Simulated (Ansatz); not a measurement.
The relaxed structure here is a generated cell of P: the first start was made by placing the elements on the sites of a structure type, and the end was not matched to a known phase here, so it may be hypothetical. Known forms of P include space group No. 64.

A relaxed cell of P (I4/mmm (No. 139)), relaxed on a k-mesh at least as fine as the one used below. Calculation: PBEsol (plane waves to 420 eV, PAW, scalar-relativistic; Ansatz, a program for electronic structure). Γ-centred k-mesh 13×13×13 on the run's cell (coarser than for final values), Fermi–Dirac smearing 0.05 eV.

```xyz
2
Lattice="-1.7186 1.7186 2.4310 1.7186 -1.7186 2.4310 1.7186 1.7186 -2.4310" Properties=species:S:1:pos:R:3 pbc="T T T"
P      1.7186     1.7186     1.1482
P      0.0000     0.0000     1.2828
```

The atoms are displaced along an unstable phonon of this cell by (Å):

```tsv
atom	ux	uy	uz
P1	0.000	-0.150	0.000
P2	0.000	0.150	0.000
```

Task: What forces (eV/Å) and pressure result?

Result: 
```json
[
 {"atom": "P1", "Fx": "0.00", "Fy": "0.78", "Fz": "0.17"},
 {"atom": "P2", "Fx": "0.00", "Fy": "-0.78", "Fz": "-0.17"}
]
```

Pressure +6.4 GPa.

The undisplaced cell is probably no minimum: from this displacement the run went on to R-3m (No. 166), 0.01 eV/atom below it.

No spin polarisation in the result.
